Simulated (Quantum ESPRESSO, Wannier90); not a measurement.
Wannierisation of Ni$_{3}$Ge (Cu3Au type)

Materials Project entry mp-21008; symmetrised, unrelaxed at this level. Not found in the COD (Crystallography Open Database) copy used; not checked further. Method: PBEsol plane waves in Quantum ESPRESSO 7.5 (PseudoDojo norm-conserving files, 79 Ry, no spin polarisation, no spin-orbit coupling), Bloch states on a 6×6×6 mesh through Γ, Wannier90 4.0.1. Density: 10×10×10 mesh, cold smearing 0.01 Ry. A non-magnetic state is assumed; magnetic ones were not tried. Spin-orbit coupling, left out, would split the p-like bands by a few tenths of an eV.

On the energy scale of pw.x, whose zero is arbitrary, the Fermi level lies at 19.33 eV.

Input w.win:

```
num_bands = 1
num_wann = 1
exclude_bands = 1-17,19-63
num_iter = 800
conv_tol = 1.0e-6
conv_window = 4
write_hr = true
write_u_matrices = true
auto_projections = true
begin unit_cell_cart
ang
    3.5303300000    0.0000000000    0.0000000000
    0.0000000000    3.5303300000    0.0000000000
    0.0000000000    0.0000000000    3.5303300000
end unit_cell_cart
begin atoms_frac
Ni   0.5000000000  0.0000000000  0.5000000000
Ni   0.0000000000  0.5000000000  0.5000000000
Ni   0.5000000000  0.5000000000  0.0000000000
Ge   0.0000000000  0.0000000000  0.0000000000
end atoms_frac
mp_grid = 6 6 6
begin kpoints
0.0000000000 0.0000000000 0.0000000000
0.0000000000 0.0000000000 0.1666666667
0.0000000000 0.0000000000 0.3333333333
... (213 more lines: the 6x6x6 mesh through Gamma)
end kpoints
```

Input of pw2wannier90.x that gives the overlap and projection files (equivalent; here they were cut from one run over all bands):

```
&inputpp
  outdir = './out'
  prefix = 'pwscf'
  seedname = 'w'
  write_amn = .true.
  write_mmn = .true.
  atom_proj = .true.
  atom_proj_exclude = 1 2 3 4 5 6 7 8 9 10 11 12 13 14 15 16 17 18 19 20 21 22 23 24 25 26 27 28 29 30 31 32 33 34 35 37 38 39
/
```

Output w.wout (banner and timings cut):

```
                                    ------
                                    SYSTEM
                                    ------

                              Lattice Vectors (Ang)
                    a_1     3.530330   0.000000   0.000000
                    a_2     0.000000   3.530330   0.000000
                    a_3     0.000000   0.000000   3.530330

                   Unit Cell Volume:      43.99931  (Ang^3)

                        Reciprocal-Space Vectors (Ang^-1)
                    b_1     1.779773   0.000000   0.000000
                    b_2     0.000000   1.779773   0.000000
                    b_3     0.000000   0.000000   1.779773

 *----------------------------------------------------------------------------*
 |   Site       Fractional Coordinate          Cartesian Coordinate (Ang)     |
 +----------------------------------------------------------------------------+
 | ni   1   0.50000   0.00000   0.50000   |    1.76517   0.00000   1.76517    |
 | ni   2   0.00000   0.50000   0.50000   |    0.00000   1.76517   1.76517    |
 | ni   3   0.50000   0.50000   0.00000   |    1.76517   1.76517   0.00000    |
 | ge   1   0.00000   0.00000   0.00000   |    0.00000   0.00000   0.00000    |
 *----------------------------------------------------------------------------*
                                ------------
                                K-POINT GRID
                                ------------

             Grid size =  6 x  6 x  6      Total points =  216

 *---------------------------------- MAIN ------------------------------------*
 |  Number of Wannier Functions               :                 1             |
 |  Number of Objective Wannier Functions     :                 1             |
 |  Number of input Bloch states              :                 1             |
 |  Output verbosity (1=low, 5=high)          :                 1             |
 |  Timing Level (1=low, 5=high)              :                 1             |
 |  Optimisation (0=memory, 3=speed)          :                 3             |
 |  Length Unit                               :               Ang             |
 |  Post-processing setup (write *.nnkp)      :                 F             |
 |  Using Gamma-only branch of algorithms     :                 F             |
 *----------------------------------------------------------------------------*
 *------------------------------- WANNIERISE ---------------------------------*
 |  Total number of iterations                :               800             |
 |  Number of CG steps before reset           :                 5             |
 |  Trial step length for line search         :             2.000             |
 |  Convergence tolerence                     :         0.100E-05             |
 |  Convergence window                        :                 4             |
 |  Iterations between writing output         :                 1             |
 |  Iterations between backing up to disk     :               100             |
 |  Write r^2_nm to file                      :                 F             |
 |  Write xyz WF centres to file              :                 F             |
 |  Write on-site energies <0n|H|0n> to file  :                 F             |
 |  Use guiding centre to control phases      :                 F             |
 |  Use phases for initial projections        :                 F             |
 *----------------------------------------------------------------------------*
 *-------------------------------- PLOTTING ----------------------------------*
 |  Plotting Hamiltonian in WF basis          :                 T             |
 *----------------------------------------------------------------------------*

       ... (k-mesh section left out)

 Starting a new Wannier90 calculation ...

 Reading overlaps from w.mmn

 Reading projections from w.amn

 *------------------------------- WANNIERISE ---------------------------------*
 +--------------------------------------------------------------------+<-- CONV
 | Iter  Delta Spread     RMS Gradient      Spread (Ang^2)            |<-- CONV
 +--------------------------------------------------------------------+<-- CONV

 ------------------------------------------------------------------------------
 Initial State
  WF centre and spread    1  ( -0.000000,  0.000000, -0.000000 )     2.43171729
  Sum of centres and spreads ( -0.000000,  0.000000, -0.000000 )     2.43171729

      0     0.243E+01     0.0000000000        2.4317172946  <-- CONV
        O_D=      0.0000000 O_OD=      0.0000000 O_TOT=      2.4317173 <-- SPRD
 ------------------------------------------------------------------------------
      1     0.000E+00     0.0000000001        2.4317172946  <-- CONV
        O_D=      0.0000000 O_OD=      0.0000000 O_TOT=      2.4317173 <-- SPRD
      2     0.000E+00     0.0000000001        2.4317172946  <-- CONV
        O_D=      0.0000000 O_OD=      0.0000000 O_TOT=      2.4317173 <-- SPRD
      3     0.000E+00     0.0000000001        2.4317172946  <-- CONV
        O_D=      0.0000000 O_OD=      0.0000000 O_TOT=      2.4317173 <-- SPRD
      4     0.000E+00     0.0000000001        2.4317172946  <-- CONV
        O_D=      0.0000000 O_OD=      0.0000000 O_TOT=      2.4317173 <-- SPRD
             <<<     Delta < 1.000E-06  over  4 iterations     >>>
             <<< Wannierisation convergence criteria satisfied >>>
 Final State
  WF centre and spread    1  ( -0.000000,  0.000000, -0.000000 )     2.43171729
  Sum of centres and spreads ( -0.000000,  0.000000, -0.000000 )     2.43171729

         Spreads (Ang^2)       Omega I      =     2.431717295
        ================       Omega D      =     0.000000000
                               Omega OD     =     0.000000000
    Final Spread (Ang^2)       Omega Total  =     2.431717295
```
